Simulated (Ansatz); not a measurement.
# How far is PAW off for TeS$_{2}$?

```
Te S
1.0
     0.00000    3.27742    3.27742
     3.27742    0.00000    3.27742
     3.27742    3.27742    0.00000
Te S
1 2
Cartesian
  0.0000 0.0000 0.0000
  1.6387 1.6387 1.6387
  4.9161 4.9161 4.9161
```

Atoms are numbered in the order listed.

The structure comes from a relaxation in the same program, started in the fluorite type, and has space group Fm-3m. Whether it is a known phase or the ground state wasn't checked.

Spin–orbit coupling is left out, though it moves levels of the heavy atoms by tenths of an eV or more.

Levels of theory: DFT, PBE, PAW with Ansatz's default frozen-core files, scalar-relativistic (Ansatz 0.2.0); DFT, PBE, all-electron PAW with datasets made for the crystal, scalar-relativistic (Ansatz 0.2.0); DFT, PBE, all-electron LAPW, scalar-relativistic (Ansatz 0.2.0).

For PAW: a Γ-centred 10×10×10 k mesh, Fermi–Dirac smearing of 0.03 eV, cutoff 420 eV, no spin polarisation. The crystal-made all-electron datasets (AE datasets) take a cutoff of 200 eV at this cell. LAPW targets a basis error of 0.5 meV/atom. The Ansatz runs share mesh, smearing and spin set-up. Plane-wave (PAW) pressures include the program's estimate of the Pulay term.

Stress and pressure are positive in compression.

Levels count from the Fermi level.

| quantity | PAW | AE datasets | LAPW |
| --- | --- | --- | --- |
| pressure (GPa) | 0.01 | 0.02 | 0.02 |
| highest filled level at K (eV) | -0.032 | -0.033 | -0.033 |
| lowest empty level at K (eV) | 1.918 | 1.920 | 1.920 |
| highest filled level at X (eV) | -0.131 | -0.130 | -0.130 |
| lowest empty level at X (eV) | 0.152 | 0.152 | 0.152 |
| highest filled level at L (eV) | -0.361 | -0.361 | -0.361 |
| lowest empty level at L (eV) | 1.924 | 1.925 | 1.925 |
